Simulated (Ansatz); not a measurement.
**RbTl₄Ag₃: relaxation (Ansatz)**

Input:

```yaml
crystal:
  lattice:
    - [4.530428, 0.0, 0.0]
    - [-2.265214, 3.923469, 0.0]
    - [-2.265214, 1.307823, 12.467312]
  atoms:
    - { symbol: Rb, position: [0.5, 0.5, 0.5] }
    - { symbol: Tl, position: [0.08647, 0.91353, 0.25941] }
    - { symbol: Tl, position: [0.91353, 0.08647, 0.74059] }
    - { symbol: Tl, position: [0.30242, 0.69758, 0.90726] }
    - { symbol: Tl, position: [0.69758, 0.30242, 0.09274] }
    - { symbol: Ag, position: [0.231, 0.769, 0.693] }
    - { symbol: Ag, position: [0.769, 0.231, 0.307] }
    - { symbol: Ag, position: [0.0, 0.0, 0.0] }
  symmetry: { tolerance: 0.0003 }
kpoints:
  mp_grid: { grid: [5, 5, 5], shift: [0, 0, 0] }
magnetization:
  spin_polarized: false
scf:
  occupations: { method: fermi_dirac, width: 0.0653 }
  lower_state_search: "off"
hamiltonian:
  pseudopotentials: { kind: paw }
  xc: pbe
basis:
  ecutwfc: 420
  fft_grid_basis: typed
relax:
  max_steps: 80
  cell: { p_target: 0.0 }
  f_tol: 0.03
output:
  forces: true
  stress: true
  eigenvalues: true
  bader: false
  populations: true
  elf: true
  write_potential: true
  volumetric_format: npy
  dos:
    e_range: [-12, 8]
    de: 0.05
    projected: { site_lists: { Ag: [Ag], Rb: [Rb], Tl: [Tl] } }
  write_density: true
checkpoint:
  read: saved_state
```

Run with:

```bash
ansatz run input.yaml --threads 2 --pin off --max-ram 3584MiB --backend cpu --events-out ev --progress --plain --runs-dir out
```

Origin of the cell: a known structure type with other elements, at an estimated volume, so it need not be a known compound.

The saved state is a converged single point of the same cell.

Output (shortened):

```
Warning: crystal.lattice misses the space group found at crystal.symmetry.tolerance 3.0e-4 in a digit that the deck types, which is why this is a warning: making the lattice exact moves one o […]
Pseudopotentials: kind: paw
Pseudopotential: Rb, paw, valence charge 9, recommended cutoff 420 eV (normal), Rb.paw.azcp
Pseudopotential: Tl, paw, valence charge 13, recommended cutoff 420 eV (normal), Tl.paw.azcp
Pseudopotential: Ag, paw, valence charge 19, recommended cutoff 420 eV (normal), Ag.paw.azcp
Functional definition: PBE
  exchange = pbe_x(kappa = kappa, mu = beta*pi^2/3)
  correlation = pbe_c(beta = beta)
Crystal: 8 atoms, lattice volume = 221.606 Å³
Basis set: ecut = 420 eV, 4313 PW (Γ), exchange–correlation on 64×64×180 points (8 copies of the dense FFT grid, shifted against one another)
Bands: 71, of which v1, the nominal top of the filled ones, is band 59 counted from 1 (58 counted from 0)
[… 10 lines left out …]
Initial density: read from a saved state, or passed on in memory by an earlier SCF of this step, an earlier step, the calling program or the single point that the run made first
Functional: x = pbe(κ = 0.804, μ = 0.219515), c = pbe(β = 0.066725)
SCF iter   1: F=—  HF=-71813.479591 eV  Δρ=1.13e-3  dr2=1.29e-2
SCF iter   2: F=—  HF=-71813.477787 eV  Δρ=1.07e-3  dr2=2.89e-3
SCF iter   3: F=—  HF=-71813.477360 eV  Δρ=6.27e-4  dr2=1.12e-3
SCF iter   4: F=—  HF=-71813.477132 eV  Δρ=1.68e-4  dr2=1.51e-4
SCF iter   5: F=—  HF=-71813.477094 eV  Δρ=4.59e-5  dr2=8.07e-6
SCF iter   6: F=—  HF=-71813.477298 eV  Δρ=8.26e-6  dr2=2.04e-7
SCF iter   7: F=-71813.477298 eV  HF=-71813.477298 eV  Δρ=2.38e-6  dr2=9.46e-9
relax step   1: F+E_penalty+E_count = -71813.477298 eV  Δ(F+E_penalty+E_count) = +0.000e0 eV  max|allowed force component| = 1.285e0 eV/Å  Δτ_max = 0.0000 Å  P = +7.728 GPa  Ω = 221.606 Å³  ( […]
relax step   2: F+E_penalty+E_count = -71814.444400 eV  Δ(F+E_penalty+E_count) = -9.671e-1 eV  max|allowed force component| = 2.435e-1 eV/Å  Δτ_max = 0.1071 Å  P = +1.680 GPa  Ω = 248.381 Å³ […]
relax step   3: F+E_penalty+E_count = -71814.603119 eV  Δ(F+E_penalty+E_count) = -1.587e-1 eV  max|allowed force component| = 1.439e-1 eV/Å  Δτ_max = 0.1265 Å  P = +0.078 GPa  Ω = 264.625 Å³ […]
relax step   4: F+E_penalty+E_count = -71814.611754 eV  Δ(F+E_penalty+E_count) = -8.634e-3 eV  max|allowed force component| = 2.025e-2 eV/Å  Δτ_max = 0.0815 Å  P = +0.124 GPa  Ω = 261.665 Å³ […]
relax step   5: F+E_penalty+E_count = -71814.612355 eV  Δ(F+E_penalty+E_count) = -6.008e-4 eV  max|allowed force component| = 1.151e-2 eV/Å  Δτ_max = 0.0101 Å  P = -0.050 GPa  Ω = 263.780 Å³ […]
relax step   6: F+E_penalty+E_count = -71814.612602 eV  Δ(F+E_penalty+E_count) = -2.473e-4 eV  max|allowed force component| = 6.878e-4 eV/Å  Δτ_max = 0.0059 Å  P = +0.001 GPa  Ω = 263.429 Å³ […]
relax step   7: F+E_penalty+E_count = -71814.621715 eV  Δ(F+E_penalty+E_count) = -9.113e-3 eV  max|allowed force component| = 1.200e-3 eV/Å  Δτ_max = 0.0000 Å  P = +0.031 GPa  Ω = 263.429 Å³  stress off target by 5.20e-2 GPa […]
relax step   8: F+E_penalty+E_count = -71814.621770 eV  Δ(F+E_penalty+E_count) = -5.579e-5 eV  max|allowed force component| = 6.842e-4 eV/Å  Δτ_max = 0.0032 Å  P = +0.000 GPa  Ω = 263.822 Å³ […]
relax step   9: F+E_penalty+E_count = -71814.621864 eV  Δ(F+E_penalty+E_count) = -9.363e-5 eV  max|allowed force component| = 6.917e-4 eV/Å  Δτ_max = 0.0000 Å  P = +0.000 GPa  Ω = 263.822 Å³  stress off target by 1.56e-3 GPa […]
SCF 9 converged in 4 iterations: F = -71814.621864 eV  dr2 = 5.24e-11
basis re-selected at this cell: Δ(F+E_penalty+E_count) = -9.363e-5 eV, ΔP = -0.000 GPa vs the last step (what re-selecting the basis moved, of the pressure what is left beyond the Pulay corre […]
SCF converged after 4 iterations
Free energy (F): -71814.621864 eV
Harris-Foulkes:  -71814.621864 eV  (|F-HF|=0.00e0)
Internal energy: -71814.561340 eV  (E = F + TS)
E sigma→0 (E₀):  -71814.591602 eV
Entropy (-TS):   -0.060524 eV (-7.566 meV/atom)
Fermi energy:    8.024368 eV
--- Per-component energies (eV) ---
  E_band       = -1378.418800
  E_kinetic    = 3110.504570
  E_local      = -16939.883909  (includes V_loc(G=0)·N_el)
  E_nonlocal   = 1681.409569
  E_hartree    = 7272.628314
  E_xc         = -1603.779177
  E_vxc        = -1404.416071  (∫ρ·V_xc dr)
  E_paw        = -54985.505815  (= ΣΔE_a)
  E_vpaw       = -2371.291100  (= ΣTr[D̂ρ^β])
  E_aug_tail   = 0.001064  (compensation charges beyond the density's cutoff)
  E_ewald      = -10349.935955
  E_smearing   = -0.060524  (= −TS)
  Σ components = -71814.621864   (vs F -71814.621864, Δ=0.00e0)
--- Forces (eV/Å), atoms counted from 1 ---
  atom   1  Rb     0.000000     0.000000     0.000000
  atom   2  Tl     0.000000    -0.000000     0.000129
  atom   3  Tl    -0.000000     0.000000    -0.000129
  atom   4  Tl     0.000000    -0.000000     0.000138
  atom   5  Tl    -0.000000     0.000000    -0.000138
  atom   6  Ag     0.000000    -0.000000    -0.000692
  atom   7  Ag    -0.000000     0.000000     0.000692
  atom   8  Ag     0.000000     0.000000     0.000000
  max |Σ_I F_I| component: 7.40e-17 eV/Å
--- Stress (GPa, compression-positive) ---
       -0.000416      -0.000000      -0.000000
       -0.000000      -0.000416      -0.000000
       -0.000000      -0.000000       0.001562
  P = ⅓ Tr σ = 0.0002 GPa (0.002 kbar)
--- Relaxed structure (7 steps of the walk, 7 accepted, 2 SCFs on fresh bases) ---
  F+E_penalty+E_count = -71814.621864 eV   max|allowed force component| = 6.917e-4 eV/Å   (the final SCF, on the basis selected at the relaxed cell)
  cell:  # Å, volume = 263.8224 Å³
    - [4.947011, 0.0, 0.0]
    - [-2.473506, 4.284237, -6.377e-18]
    - [-2.473506, 1.428079, 12.447875]
  atoms:
    - { symbol: Rb, position: [0.5, 0.500000, 0.500000] }
    - { symbol: Tl, position: [0.083225, 0.916775, 0.249674] }
    - { symbol: Tl, position: [0.916775, 0.083225, 0.750326] }
    - { symbol: Tl, position: [0.307692, 0.692308, 0.923077] }
    - { symbol: Tl, position: [0.692308, 0.307692, 0.076923] }
    - { symbol: Ag, position: [0.229023, 0.770977, 0.687069] }
    - { symbol: Ag, position: [0.770977, 0.229023, 0.312931] }
    - { symbol: Ag, position: [0.0, 0.0, 0.0] }
--- Löwdin populations: 8 sites ---
  site symbol       q [e]
     0     Rb      8.4066
     1     Tl     13.4688
     2     Tl     13.4688
     3     Tl     13.2608
     4     Tl     13.2608
     5     Ag     18.7118
     6     Ag     18.7118
     7     Ag     18.3980
  spilling = 0.002649 (of n_electrons = 118.000000)
```

Before:

Space group R-3m (No. 166); the run's cell has a = 4.530 Å, b = 4.530 Å, c = 12.739 Å, α = 79.76°, β = 100.24°, γ = 120.00°. Shortest distances: Ag–Tl 2.67 Å, Tl–Tl 3.34 Å, Ag–Rb 3.55 Å.

The relaxed structure.

Space group R-3m (No. 166); the run's cell has a = 4.947 Å, b = 4.947 Å, c = 12.771 Å, α = 78.83°, β = 101.17°, γ = 120.00°. Shortest distances: Ag–Tl 2.94 Å, Tl–Tl 3.44 Å.

* Free energy lowered by: 143.1 meV/atom
* Volume change: 19.05 %
* Final pressure: 0.00 GPa
* Relaxation steps listed: 9
* Gap on the mesh: none (metal)

Caveats: no dispersion correction, so spacings can come out too large where layers or molecules are weakly bound; no spin-orbit coupling, though heavy elements are present; the k mesh is coarse if the cell is a metal; the relaxation held the start's symmetry, so the end may be a saddle point.

Time: 50 s on 2 threads of Intel(R) Xeon(R) 6975P-C (Granite Rapids), with other jobs on the host, peak memory 0.81 GiB, from a saved density.
